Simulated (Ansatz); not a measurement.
## Relaxing a structure of Ta

The start is a relaxed Ta cell displaced along its unstable phonon at q = (½, 0, 0) of its primitive reciprocal cell (92i cm⁻¹), largest move 0.15 Å. The structure is fully relaxed (lattice and positions, P = 0) with r2SCAN (plane waves to 500 eV, PAW, scalar-relativistic; Ansatz, a first-principles code). The first steps use a coarse 6×12×12 k-mesh.

Input geometry:
```
CELL_PARAMETERS angstrom
      5.45218     0.00000     0.00000
      0.00000     2.72609     0.00000
      0.00000     0.00000     2.72609
ATOMIC_POSITIONS crystal
  Ta 0.00000 0.00000 0.94498
  Ta 0.50000 0.00000 0.05502
```

**Question.** How does the volume per atom move from start to end?

**Answer.** -3.9 %, from 20.26 to 19.46 Å³/atom.

**Question.** Is the parent structure recovered?

**Answer.** It does not go back: it reaches P6/mmm (No. 191), AFLOW prototype A_hP1_191_a (A_f, as in Sn), 0.50 eV/atom below the parent.

**Question.** How do the shortest distances between atoms change?

**Answer.** The closest pairs of elements (up to four, under 3.6 Å), start → end: Ta–Ta 2.73 → 2.72 Å.

**Question.** Is the relaxed structure metallic? Give its gap.

**Answer.** No gap (metallic).

**Question.** What does it relax into? Give the structure.

**Answer.** 
```cif
data_Ta
_chemical_formula_sum 'Ta1'
_space_group_name_H-M_alt 'P6/mmm'
_space_group_IT_number 191
_space_group_name_Hall '-P 6 2'
_cell_length_a 2.87571
_cell_length_b 2.87571
_cell_length_c 2.71744
_cell_angle_alpha 90.000
_cell_angle_beta 90.000
_cell_angle_gamma 120.000
loop_
_atom_site_label
_atom_site_type_symbol
_atom_site_symmetry_multiplicity
_atom_site_Wyckoff_symbol
_atom_site_fract_x
_atom_site_fract_y
_atom_site_fract_z
_atom_site_occupancy
Ta1 Ta 1 a 0.00000 0.00000 0.00000 1
```

Final values are on a 19×19×17 k-mesh of the relaxed cell. No spin polarisation in the result.

The run could not lose the symmetry of its start, so the end can be a saddle point.

The relaxed structure here is a generated cell of Ta: the first start was made by placing the elements on the sites of a structure type, and the end was not matched to a known phase here, so it may be hypothetical. Known forms of Ta include space group No. 229.
